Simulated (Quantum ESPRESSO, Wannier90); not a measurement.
Wannier functions of HfNCl (R-3m)

```xyz
6
Lattice="-1.7823 3.0870 0.0000 -3.5646 0.0000 0.0000 -1.7823 1.0290 9.5232" Properties=species:S:1:pos:R:3 pbc="T T T"
Hf     0.0000     0.0000    -3.4635
Hf     0.0000     0.0000     3.4635
N     -1.7823     1.0290     3.9075
N      1.7823    -1.0290    -3.9075
Cl    -1.7823     1.0290    -1.6587
Cl     1.7823    -1.0290     1.6587
```

Cell from Materials Project (mp-541911), symmetrised, no further relaxation. Not found in the COD (Crystallography Open Database) copy used; not checked further. Level: PBEsol, spinors with spin-orbit coupling; pw.x of Quantum ESPRESSO at 68 Ry with PseudoDojo potentials, 4×4×4 k-points, Wannier90. Density: 10×10×10 mesh, cold smearing 0.01 Ry. The cell is built of weakly bound layers, chains or molecules. Database cells relaxed without dispersion often hold them too far apart, which can enlarge gaps and weakens couplings between them; spacing and stacking were not compared with the measured crystal.

Bands 17-48 form an isolated set from -15.23 to 0.00 eV relative to the valence-band maximum (on the path) and are turned into 32 Wannier functions by minimising the spread from the start: SCDM (isolated).

Where do the functions sit, how wide are they and what are they made of?


```
functions  spread (Å²)  nearest atom, distance (Å)  second atom, distance (Å)             weight on atomic waves
---------  -----------  --------------------------  -------------------------  ---------------------------------
4                 1.42                      N 0.52                    Hf 1.63   N 2p 52 %, Hf 5d 25 %, N 2s 16 %
12                1.31                      N 0.47                    Hf 1.63   N 2p 51 %, Hf 5d 24 %, N 2s 18 %
12                1.09                     Cl 0.55                    Hf 2.20  Cl 3p 69 %, Cl 3s 18 %, Hf 5d 9 %
4                 1.03                     Cl 0.38                    Hf 3.00             Cl 3p 59 %, Cl 3s 38 %
```

Ω_I = 33.08 Å², Ω_total = 38.64 Å²; the interpolated bands follow pw.x to 14 meV rms on the path. It is the lowest total spread that any start reached here.
